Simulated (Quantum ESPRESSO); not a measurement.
## ReIn3AgW2Sn (different elements on one site, starting from this cell)

A calculation, not a measurement. The program is pw.x of Quantum ESPRESSO 7.5 (plane-wave density functional theory). The cell is made up: eight metal atoms on a hexagonal close-packed lattice, with elements, volume, strain and displacements drawn at random and not relaxed, so it may be unstable or far from any real phase. PseudoDojo standard norm-conserving files set the functional (PBE unless stated); there is no spin polarisation or spin-orbit coupling, the Fermi-Dirac width of 0.25 eV means electrons at about 2900 K, and the masses in the input are unused placeholders. The tin pseudopotential is less sure than most, with forces differing by about three percent from a second method on plain tin. Heavy elements are run without spin-orbit coupling, which real alloys of them have. A spin test at this wide smearing found no moment, but such smearing suppresses magnetism that the real alloy may have.

The runs put different elements on site 1. Cell, positions, cutoff, mesh and smearing stay as in the input of run 1; sites are counted in its order. Stress in the tables is positive in tension.

Input of run 1:

```
&control calculation='scf', pseudo_dir='./dojo.nc.sr.pbe.v0_5.standard.upf', outdir='./o', disk_io='minimal', tprnfor=.true., tstress=.true. /
&system ibrav=0, nat=8, ntyp=5, nbnd=70, ecutwfc=87.97787729, nosym=.true., tot_charge=0,
 occupations='smearing', smearing='fd', degauss=0.0183746611
/
&electrons conv_thr=1.470e-08, electron_maxstep=70, mixing_beta=0.5 /
ATOMIC_SPECIES
Ag 1.0 Ag.upf
In 1.0 In.upf
Re 1.0 Re.upf
Sn 1.0 Sn.upf
W 1.0 W.upf
CELL_PARAMETERS angstrom
4.6277 -2.7504 -0.0828
-2.9856 0.0202 -4.9324
2.9656 5.2938 -0.0094
ATOMIC_POSITIONS angstrom
Re 0.0509 0.0155 -0.0269
In 1.4531 2.6043 0.0305
Ag 0.0448 1.7948 -2.468
W 1.5193 4.4476 -2.516
Sn 3.0668 -0.0866 -0.0817
In 4.4966 2.596 -0.1012
In 1.5859 -0.9435 -2.5582
W 3.085 1.702 -2.5457
K_POINTS automatic
5 5 4 1 1 1
```

| run | elements on sites 1 to 8 | -TS (eV) | pressure (GPa) | stress xx (GPa) | stress yy (GPa) | stress zz (GPa) | stress yz (GPa) | stress xz (GPa) | stress xy (GPa) | iterations |
| --- | --- | --- | --- | --- | --- | --- | --- | --- | --- | --- |
| 1 | Re In Ag W Sn In In W | -1.267 | -8.34 | 8.43 | 6.90 | 9.69 | 0.76 | -1.19 | -0.95 | 14 |
| 2 | Rh In Ag W Sn In In W | -1.255 | -7.50 | 8.04 | 7.12 | 7.36 | 0.89 | -1.92 | -1.82 | 13 |
| 3 | Ag In Ag W Sn In In W | -1.099 | -2.92 | 2.80 | 2.70 | 3.28 | 0.70 | -2.13 | -2.02 | 12 |
| 4 | Li In Ag W Sn In In W | -1.102 | -4.18 | 4.95 | 4.16 | 3.42 | 1.15 | -2.65 | -2.20 | 12 |
| 5 | Nb In Ag W Sn In In W | -1.237 | -4.32 | 4.15 | 3.39 | 5.43 | 1.10 | -1.86 | -0.67 | 14 |

Forces Fx Fy Fz (eV/Å):

| site | run 1 | run 2 | run 3 | run 4 | run 5 |
| --- | --- | --- | --- | --- | --- |
| 1 | -0.78 -0.71 0.51 | -0.39 -0.30 0.14 | -0.42 -0.36 0.04 | -0.23 -0.18 0.02 | -0.88 -0.98 0.36 |
| 2 | 0.62 0.62 -0.64 | 0.59 0.63 -0.67 | 0.60 0.85 -0.72 | 0.50 0.93 -0.67 | 0.65 0.93 -0.58 |
| 3 | 0.23 0.03 0.21 | 0.16 -0.01 0.22 | 0.13 0.04 0.11 | 0.11 -0.03 0.18 | 0.20 0.12 0.05 |
| 4 | -0.44 -0.69 -0.06 | -0.64 -1.04 -0.27 | -0.86 -1.32 -0.65 | -1.03 -1.40 -0.88 | -0.58 -0.73 -0.29 |
| 5 | -0.93 -0.10 -0.08 | -0.95 -0.11 0.03 | -0.60 0.25 0.03 | -0.65 0.11 -0.02 | -0.68 0.04 -0.16 |
| 6 | 0.73 0.05 0.42 | 0.75 0.16 0.50 | 0.70 -0.12 0.54 | 0.83 -0.05 0.54 | 0.80 -0.23 0.38 |
| 7 | -0.51 -0.23 0.09 | -0.49 -0.35 -0.02 | -0.37 -0.30 -0.01 | -0.34 -0.40 -0.09 | -0.37 -0.20 0.15 |
| 8 | 1.07 1.03 -0.47 | 0.98 1.02 0.09 | 0.81 0.96 0.66 | 0.81 1.02 0.92 | 0.85 1.04 0.10 |

Energies are left out, as each element's file has its own zero. A rerun of one cell of this series at a higher cutoff and on a denser mesh moved values by no more than 0.005 eV in energy, 0.07 GPa in stress and 0.006 eV/Å in force, and a second program with other atomic files agreed on that cell to 2 % rms in force and 0.5 GPa in pressure.